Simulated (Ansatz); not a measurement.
PtSe$_{2}$:
```yaml
crystal:
  lattice:
    - [3.74339, 0.00000, 0.00000]
    - [-1.87170, 3.24187, 0.00000]
    - [0.00000, 0.00000, 4.75498]
  atoms:
    - { symbol: Pt, position: [0.00000, 0.00000, 0.00000] }
    - { symbol: Se, position: [0.33333, 0.66667, 0.26458] }
    - { symbol: Se, position: [0.66667, 0.33333, 0.73542] }
```

This is the LDA-relaxed structure. Tensor components refer to the Cartesian frame of this cell.

**Question.** All from LDA (plane waves, PAW; program Ansatz), unless another level is named. Give the Debye temperature from the elastic constants.

**Answer.** 264 K.

**Question.** Give the elastic constants (relaxed ions, GPa).

**Answer.** C11 = 205, C12 = 69.4, C13 = 46.7, C14 = -24.1, C33 = 69.3, C44 = 46.1.

Space group P-3m1 (CdI2 type). The LDA relaxation kept the symmetry of its start; of distortions, only those at the zone centre were tested. The run is not spin-polarised. The volume moved by -16 % from the start of the relaxation. A crystal of weakly bound layers computed without a dispersion correction: the cell and the soft elastic constants depend strongly on that. As this level gives no gap, shear constants depend on the k-mesh and smearing (Fermi–Dirac, 0.1 eV here). Spin–orbit coupling is left out wherever it is not named.

Potentials: the later of the program's two PAW sets.
